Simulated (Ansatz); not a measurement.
Al$_{2}$O$_{3}$ in space group Cc (No. 9; Pearson symbol mS20), plane-wave PAW PBE (Ansatz code), all energies at zero smearing, with the estimated change up to a 700 eV cutoff added, with one set of potentials and settings (totals compare only within such a set). Cell of 10 atoms (4 Al, 6 O): -5568.711 eV.

```tsv
element	reference phase	E (eV/atom)
Al	Fm-3m, 1 atoms in the cell	-537.5055
O	C2/m, 4 atoms in the cell, spin-polarised	-565.0042
```

Formation energy per atom, worked out: (-5568.711 − 4×(-537.5055) − 6×(-565.0042))/10 = -2.866 eV/atom (-277 kJ per mol of atoms), at 0 K, without zero-point energy or fitted corrections.

The start of the workflow was typed in or built on a structure type; neither database checked (COD, Materials Project) lists it. It is not the phase usual at ambient conditions (space group No. 167). Symmetry was held in the PBE relaxation; whether a distortion lowers the energy is not shown. The references are the lowest solids computed at this level, not always the standard phases (solids in place of the gases).

Potentials: the earlier of the program's two PAW sets.
